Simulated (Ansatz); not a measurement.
**LiRu2Au3O6 in Ansatz, relaxation**

input.yaml:

```yaml
crystal:
  lattice:
    - [2.624409, 4.542268, 0.0]
    - [2.624409, -4.542268, 0.0]
    - [1.786665, 0.0, -6.204273]
  atoms:
    - { symbol: Ru, position: [0.3339, 0.6661, 0.0] }
    - { symbol: Ru, position: [0.6661, 0.3339, 0.0] }
    - { symbol: Li, position: [0.0, 0.0, 0.0] }
    - { symbol: O, position: [0.405, 0.405, 0.81] }
    - { symbol: O, position: [0.595, 0.595, 0.19] }
    - { symbol: O, position: [0.727, 0.063, 0.834] }
    - { symbol: O, position: [0.937, 0.273, 0.166] }
    - { symbol: O, position: [0.273, 0.937, 0.166] }
    - { symbol: O, position: [0.063, 0.727, 0.834] }
    - { symbol: Au, position: [0.832, 0.168, 0.5] }
    - { symbol: Au, position: [0.168, 0.832, 0.5] }
    - { symbol: Au, position: [0.5, 0.5, 0.5] }
  symmetry: { tolerance: 0.0003 }
kpoints:
  mp_grid: { grid: [4, 4, 3], shift: [0, 0, 0] }
magnetization:
  spin_polarized: false
scf:
  occupations: { method: fermi_dirac }
  lower_state_search: "off"
hamiltonian:
  pseudopotentials: { kind: paw }
  xc: pbe
basis:
  ecutwfc: 420
  fft_grid_basis: typed
relax:
  max_steps: 40
output:
  forces: true
  stress: true
  eigenvalues: true
  bader: false
  populations: true
  elf: true
  write_potential: true
  volumetric_format: npy
  dos:
    e_range: [-12, 8]
    de: 0.05
    projected: { site_lists: { Au: [Au], Li: [Li], O: [O], Ru: [Ru] } }
  write_density: true
checkpoint:
  read: saved_state
```

Launch command:

```bash
ansatz run input.yaml --threads 2 --pin off --max-ram 3584MiB --backend cpu --events-out ev --progress --plain --runs-dir out
```

Origin of the cell: a known structure type with other elements, at an estimated volume, so it need not be a known compound.

The smearing width isn't typed, so it takes its default of 0.1 eV.

The saved state is a converged single point of the same cell.

Steps:

```csv
step,ΔF (meV/atom),max force component (eV/Å),SCF iterations,step was
1,0.0,2.361,7,accepted
2,-23.4,1.074,7,accepted
3,-34.8,0.332,7,accepted
4,-35.7,0.095,6,accepted
5,-35.9,0.017,6,accepted
6,-35.9,0.012,6,accepted
7,-35.9,0.004,6,accepted
```

Step 1, with forces in eV/Å:

```xyz
12
Lattice="2.624 4.542 0.000 2.624 -4.542 0.000 1.787 0.000 -6.204" Properties=species:S:1:pos:R:3:forces:R:3 pbc="T T T" step=1
Ru    2.624   -1.509    0.000    0.000    0.868    0.000
Ru    2.624    1.509    0.000    0.000   -0.868    0.000
Li    0.000    0.000    0.000    0.000    0.000    0.000
O     3.573    0.000   -5.025    0.577    0.000   -2.361
O     3.463    0.000   -1.179   -0.577    0.000    2.361
O     3.563    3.016   -5.174   -0.440   -0.329   -0.017
O     3.472    3.016   -1.030    0.440   -0.329    0.017
O     3.472   -3.016   -1.030    0.440    0.329    0.017
O     3.563   -3.016   -5.174   -0.440    0.329   -0.017
Au    3.518    3.016   -3.102    0.000   -0.052    0.000
Au    3.518   -3.016   -3.102    0.000    0.052    0.000
Au    3.518    0.000   -3.102    0.000    0.000    0.000
```

Step 2, with forces in eV/Å:

```xyz
12
Lattice="2.624 4.542 0.000 2.624 -4.542 0.000 1.787 0.000 -6.204" Properties=species:S:1:pos:R:3:forces:R:3 pbc="T T T" step=2
Ru    2.624   -1.498    0.000    0.000    0.481    0.000
Ru    2.624    1.498    0.000    0.000   -0.481    0.000
Li    0.000    0.000    0.000    0.000    0.000    0.000
O     3.593    0.000   -5.078    0.341    0.000   -1.074
O     3.442    0.000   -1.126   -0.341    0.000    1.074
O     3.541    2.987   -5.172   -0.337   -0.238   -0.003
O     3.495    2.987   -1.032    0.337   -0.238    0.003
O     3.495   -2.987   -1.032    0.337    0.238    0.003
O     3.541   -2.987   -5.172   -0.337    0.238   -0.003
Au    3.518    2.986   -3.102    0.000    0.077    0.000
Au    3.518   -2.986   -3.102    0.000   -0.077    0.000
Au    3.518    0.000   -3.102    0.000    0.000    0.000
```

Step 3, with forces in eV/Å:

```xyz
12
Lattice="2.624 4.542 0.000 2.624 -4.542 0.000 1.787 0.000 -6.204" Properties=species:S:1:pos:R:3:forces:R:3 pbc="T T T" step=3
Ru    2.624   -1.483    0.000    0.000   -0.332    0.000
Ru    2.624    1.483    0.000    0.000    0.332    0.000
Li    0.000    0.000    0.000    0.000    0.000    0.000
O     3.626    0.000   -5.130   -0.014    0.000   -0.041
O     3.409    0.000   -1.074    0.014    0.000    0.041
O     3.489    2.941   -5.168   -0.026   -0.064   -0.008
O     3.547    2.941   -1.036    0.026   -0.064    0.008
O     3.547   -2.941   -1.036    0.026    0.064    0.008
O     3.489   -2.941   -5.168   -0.026    0.064   -0.008
Au    3.518    2.997   -3.102    0.000   -0.038    0.000
Au    3.518   -2.997   -3.102    0.000    0.038    0.000
Au    3.518    0.000   -3.102    0.000    0.000    0.000
```

Step 4, with forces in eV/Å:

```xyz
12
Lattice="2.624 4.542 0.000 2.624 -4.542 0.000 1.787 0.000 -6.204" Properties=species:S:1:pos:R:3:forces:R:3 pbc="T T T" step=4
Ru    2.624   -1.514    0.000    0.000    0.073    0.000
Ru    2.624    1.514    0.000    0.000   -0.073    0.000
Li    0.000    0.000    0.000    0.000    0.000    0.000
O     3.646    0.000   -5.148    0.041    0.000   -0.095
O     3.390    0.000   -1.057   -0.041    0.000    0.095
O     3.474    2.942   -5.157    0.079   -0.021    0.012
O     3.561    2.942   -1.047   -0.079   -0.021   -0.012
O     3.561   -2.942   -1.047   -0.079    0.021   -0.012
O     3.474   -2.942   -5.157    0.079    0.021    0.012
Au    3.518    2.989   -3.102    0.000    0.028    0.000
Au    3.518   -2.989   -3.102    0.000   -0.028    0.000
Au    3.518    0.000   -3.102    0.000    0.000    0.000
```

Step 5, with forces in eV/Å:

```xyz
12
Lattice="2.624 4.542 0.000 2.624 -4.542 0.000 1.787 0.000 -6.204" Properties=species:S:1:pos:R:3:forces:R:3 pbc="T T T" step=5
Ru    2.624   -1.515    0.000    0.000   -0.007    0.000
Ru    2.624    1.515    0.000    0.000    0.007    0.000
Li    0.000    0.000    0.000    0.000    0.000    0.000
O     3.653    0.000   -5.155    0.012    0.000    0.017
O     3.383    0.000   -1.050   -0.012    0.000   -0.017
O     3.482    2.943   -5.157   -0.005    0.007    0.008
O     3.553    2.943   -1.047    0.005    0.007   -0.008
O     3.553   -2.943   -1.047    0.005   -0.007   -0.008
O     3.482   -2.943   -5.157   -0.005   -0.007    0.008
Au    3.518    2.995   -3.102    0.000   -0.006    0.000
Au    3.518   -2.995   -3.102    0.000    0.006    0.000
Au    3.518    0.000   -3.102    0.000    0.000    0.000
```

Step 7, with forces in eV/Å:

```xyz
12
Lattice="2.624 4.542 0.000 2.624 -4.542 0.000 1.787 0.000 -6.204" Properties=species:S:1:pos:R:3:forces:R:3 pbc="T T T" step=7
Ru    2.624   -1.516    0.000    0.000   -0.003    0.000
Ru    2.624    1.516    0.000    0.000    0.003    0.000
Li    0.000    0.000    0.000    0.000    0.000    0.000
O     3.658    0.000   -5.154   -0.001    0.000   -0.001
O     3.378    0.000   -1.050    0.001    0.000    0.001
O     3.482    2.945   -5.156   -0.001    0.001   -0.004
O     3.553    2.945   -1.048    0.001    0.001    0.004
O     3.553   -2.945   -1.048    0.001   -0.001    0.004
O     3.482   -2.945   -5.156   -0.001   -0.001   -0.004
Au    3.518    2.995   -3.102    0.000    0.002    0.000
Au    3.518   -2.995   -3.102    0.000   -0.002    0.000
Au    3.518    0.000   -3.102    0.000    0.000    0.000
```

```
Free energy lowered by  : 35.9 meV/atom
Final pressure          : 3.53 GPa
Relaxation steps listed : 7
Gap on the mesh         : none (metal)
```

Caveats: no moments, though an odd count or open d shells may carry them; no spin-orbit coupling, though heavy elements are present; the SCF threshold is looser than advised for a stress; the k mesh is coarse if the cell is a metal; the relaxation held the start's symmetry, so the end may be a saddle point.

Time: 100 s on 2 threads of Arm Neoverse N1, with other jobs on the host, peak memory 0.57 GiB, from a saved density.
